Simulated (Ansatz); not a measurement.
**Guessed and relaxed cells of Na3Rh**

The guess for Na3Rh was made by a generator: random cell by space group and Wyckoff sites (P3m1, No. 156). Lengths were set from tabulated atomic sizes, so they are only a guess.

start.cif

```cif
data_structure
_symmetry_space_group_name_H-M 'P 1'
_symmetry_Int_Tables_number 1
_cell_length_a 4.7111
_cell_length_b 4.7111
_cell_length_c 5.9400
_cell_angle_alpha 90.000
_cell_angle_beta 90.000
_cell_angle_gamma 120.000
_cell_volume 114.17
loop_
_atom_site_label
_atom_site_type_symbol
_atom_site_fract_x
_atom_site_fract_y
_atom_site_fract_z
_atom_site_occupancy
Na1 Na 0.16004 0.83996 0.45646 1
Na2 Na 0.16004 0.32009 0.45646 1
Na3 Na 0.67991 0.83996 0.45646 1
Rh1 Rh 0.33333 0.66667 0.92508 1
```

All numbers below come from DFT PBE, scalar-relativistic, plane waves, PAW in Ansatz. Cutoff 420 eV, Gaussian smearing, Γ-centred meshes. Cell and atoms relax first on a coarse mesh and then on a finer one. In between, the cell is made exact in the group found at 0.06 Å. In metals the finer mesh still leaves noise of several meV/atom or more. The steps can't lower the symmetry of their start. No spin polarisation in the relaxation; trial moments died out in a coarse test.

end.cif

```cif
data_structure
_symmetry_space_group_name_H-M 'P 1'
_symmetry_Int_Tables_number 1
_cell_length_a 7.9607
_cell_length_b 7.9607
_cell_length_c 2.8342
_cell_angle_alpha 90.000
_cell_angle_beta 90.000
_cell_angle_gamma 120.000
_cell_volume 155.55
loop_
_atom_site_label
_atom_site_type_symbol
_atom_site_fract_x
_atom_site_fract_y
_atom_site_fract_z
_atom_site_occupancy
Na1 Na 0.81951 0.18049 0.00000 1
Na2 Na 0.81951 0.63902 0.00000 1
Na3 Na 0.36098 0.18049 0.00000 1
Rh1 Rh 0.00000 0.00000 0.50000 1
```

The symmetry goes from P3m1 (No. 156) to P-6m2 (No. 187). The volume per atom grows by 36.2 %, from 28.5 to 38.9 Å³. The shortest distance goes from 2.26 Å (Na–Na) to 2.83 Å (Na–Na and Rh–Rh). The energy falls by about 1.2 eV/atom (the start's value is from the coarse mesh). The end is written in a standard setting, so origin, axes and order of atoms can differ from the start's.

```json
{
 "Volume per atom": "38.89 Å³",
 "Density": "1.83 g/cm³",
 "Energy over the elements": "+0.55 eV/atom",
 "Gap on the 6×6×16 mesh of the 4-atom cell": "0 eV (a metal)"
}
```

The zero of energy is the elements' standard structures at the same level; no fitted shifts are applied. A positive value: parting into the elements would lower its energy.

The last run used Gaussian smearing of 0.10 eV. Symmetry constrained the relaxation, so the result can be a saddle point. In all, the 4 runs took 5.1 min on 1 thread of Intel(R) Xeon(R) Processor @ 2.70GHz, with other jobs on the host.
